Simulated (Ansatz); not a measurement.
## GaSb (F-43m), elastic constants by finite strains: input and output

Computed with PBEsol, PAW on Ansatz 0.2.0's default frozen-core files (fitted under PBE), scalar-relativistic; not a measurement.

Cell and atoms were relaxed beforehand by PAW with this functional.

Command:

```sh
ansatz run input.yaml --threads 1 --pin off --max-ram 2560MiB --backend cpu --events-out ev --progress --plain --runs-dir out
```

Input file:

```yaml
crystal:
  lattice:
    - [0.0, 3.05563509735, 3.05563509735]
    - [3.05563509735, 0.0, 3.05563509735]
    - [3.05563509735, 3.05563509735, 0.0]
  atoms:
    - { symbol: Ga, position: [0.0, 0.0, 0.0] }
    - { symbol: Sb, position: [0.75, 0.75, 0.75] }
kpoints:
  mp_grid: { grid: [14, 14, 14] }
scf:
  occupations: { method: fermi_dirac, width: 0.05 }
hamiltonian:
  xc: pbesol
  pseudopotentials: { kind: paw }
elastic:
  mode: relaxed_ion
  stencil: two_point
  amplitude: 0.003
```

Output:

```
Warning: RAYON_NUM_THREADS=1 ignored (pool sized by the plan → 1); use --threads N
Engine: ansatz 0.2.0, aarch64-unknown-linux-gnu
Pseudopotentials: kind: paw
Pseudopotential: Ga, paw, valence charge 13, recommended cutoff 420 eV (normal), Ga.paw.azcp
Pseudopotential: Sb, paw, valence charge 15, recommended cutoff 420 eV (normal), Sb.paw.azcp
Functional definition: PBEsol
  exchange = pbesol_x
  correlation = pbesol_c
Crystal: 2 atoms, lattice volume = 57.060 Å³
Basis set: ecut = 420 eV, 1139 PW (Γ), exchange–correlation on 60×60×60 points (8 copies of the dense FFT grid, shifted against one another)
Bands: 18, of which v1, the nominal top of the filled ones, is band 14 counted from 1 (13 counted from 0)
Symmetry: 24 space group operations
Space group: F-43m (ITA 216), of the structure as read, at distance tolerance 3.8e-5 Å
k-points: 104 of 2744 (time reversal used)
Non-local potential: Ga, projectors of the file, l = 0: 2, l = 1: 2, l = 2: 3, l = 3: 1
Non-local potential: Sb, projectors of the file, l = 0: 2, l = 1: 2, l = 2: 2, l = 3: 2
PAW form: soft (Blöchl's): semilocal exchange-correlation on the pseudo side does not see the compensation charge
[... 158 lines left out ...]
        80.924     36.877     36.877     -0.000     -0.000     -0.000
        36.877     80.924     36.877     -0.000      0.000     -0.000
        36.877     36.877     80.924     -0.000     -0.000      0.000
        -0.000     -0.000     -0.000     39.597      0.000      0.000
         0.000     -0.000     -0.000     -0.000     39.597     -0.000
         0.000     -0.000      0.000     -0.000     -0.000     39.597
  reference stress σ⁰ (GPa):     -0.000     -0.000     -0.000     -0.000      0.000      0.000
  C* (energy form; C + prestress term) asymmetry max|C*_kj − C*_jk| = 1.421e-14 GPa — a small one proves nothing (zero by symmetry where the batch's group is 432, −43m or m−3m); a large one is finite-difference/SCF noise where ...
  moduli (Voigt/Reuss/Hill, GPa): K = 51.56/51.56/51.56   G = 32.57/30.02/31.29   E = 78.08   ν = 0.248
  mechanically stable: yes (min eigenvalue of sym C = 39.60 GPa)
  strain η (Voigt 11):  stress-route row diagonal C_11 = 80.92 GPa, energy-path curvature d²(F+E_count+ΔE)/dδ²/Ω₀ = 80.93 GPa
         δ    σ_11 (GPa)             F (eV)   n_scf  n_hpsi   n_pw
    -3.000e-3      -0.2437      -10151.5349302       8   81881   1131   relax 0 steps, max|allowed force component| 5.55e-17 eV/Å
     3.000e-3       0.2418      -10151.5349319       7   74405   1139   relax 0 steps, max|allowed force component| 8.33e-17 eV/Å
  strain η (Voigt 23):  stress-route row diagonal C_44 = 39.60 GPa, energy-path curvature d²(F+E_count+ΔE)/dδ²/Ω₀ = 39.58 GPa
         δ    σ_23 (GPa)             F (eV)   n_scf  n_hpsi   n_pw
    -3.000e-3      -0.1188      -10151.5349968       2   80041   1131   relax 3 steps, max|allowed force component| 4.33e-7 eV/Å
     3.000e-3       0.1188      -10151.5349968       2   85273   1131   relax 2 steps, max|allowed force component| 1.04e-6 eV/Å
```

Self-consistency was reached.

**Strained cells**

Elastic constants of a crystal by Kohn-Sham DFT: slopes of the stress over finite engineering strains of the given cell, Voigt indices, Cartesian axes as in the input; stress of each strained cell less that at rest, tension positive.

| strain component | strain | stress xx (GPa) | stress yy (GPa) | stress zz (GPa) | stress yz (GPa) | stress xz (GPa) | stress xy (GPa) | relaxation steps |
| --- | --- | --- | --- | --- | --- | --- | --- | --- |
| xx | -0.003 | -0.2437 | -0.112 | -0.112 | 0 | 0 | 0 | 0 |
| xx | 0.003 | 0.2418 | 0.1092 | 0.1092 | 0 | 0 | 0 | 0 |
| yz | -0.003 | 0 | -0.0004 | -0.0004 | -0.1188 | 0 | 0 | 3 |
| yz | 0.003 | 0 | -0.0004 | -0.0004 | 0.1188 | 0 | 0 | 2 |

### Elastic moduli

Hill averages of a grain aggregate, Debye temperature from the mean sound speed over directions.

| Property | Result |
| --- | --- |
| Bulk modulus | 51.56 GPa |
| Shear modulus | 31.29 GPa |
| Young modulus | 78.08 GPa |
| Poisson ratio | 0.2476 |
| Bulk over shear modulus | 1.648 |
| Elastic anisotropy index | 0.425 |
| Least young modulus | 57.84 GPa |
| Largest young modulus | 94.58 GPa |
| Longitudinal sound speed | 4091 m/s |
| Transverse sound speed | 2370 m/s |
| Elastic debye temperature | 254.5 K |
| Linear compressibility (x, y, z) | 6.465, 6.465, 6.465 1/TPa |
| Zener ratio | 1.798 |
| Cauchy pressure | -2.72 GPa |

Elastic constants:

- Pressure at rest: 0 GPa
- Least elastic eigenvalue: 39.6 GPa
- Elastically stable: yes

```
index  elastic (GPa)
   11          80.92
   12          36.88
   44           39.6
```

Caveats: frozen-core PAW files fitted under PBE, their cores solved anew for the functional of the run; the gap is closed or tiny at this level, so small that the run used smearing; responses move with mesh and smearing.

Time and hardware: 4.2 min on 1 thread of Arm Neoverse V2 (shared host), peak memory 0.73 GiB.
